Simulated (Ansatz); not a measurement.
Here is the system:

As:
```
CELL_PARAMETERS angstrom
      1.90610     1.10049     3.59449
     -1.90610     1.10049     3.59449
      0.00000    -2.20098     3.59449
ATOMIC_POSITIONS crystal
  As 0.22641 0.22641 0.22641
  As 0.77359 0.77359 0.77359
```

This is the PBE-relaxed structure.

All from PBE in the plane-wave PAW code Ansatz, unless another level is named. Give the electronic character.

metallic (no gap).

Next, the density of states at the Fermi level?

0.09 states/eV per atom (mean over ±0.08 eV).

Space group R-3m (A7 (α-As type)). The PBE relaxation kept the symmetry of its start. Spin–orbit coupling is left out wherever it is not named.

Potentials: the later of the program's two PAW sets.
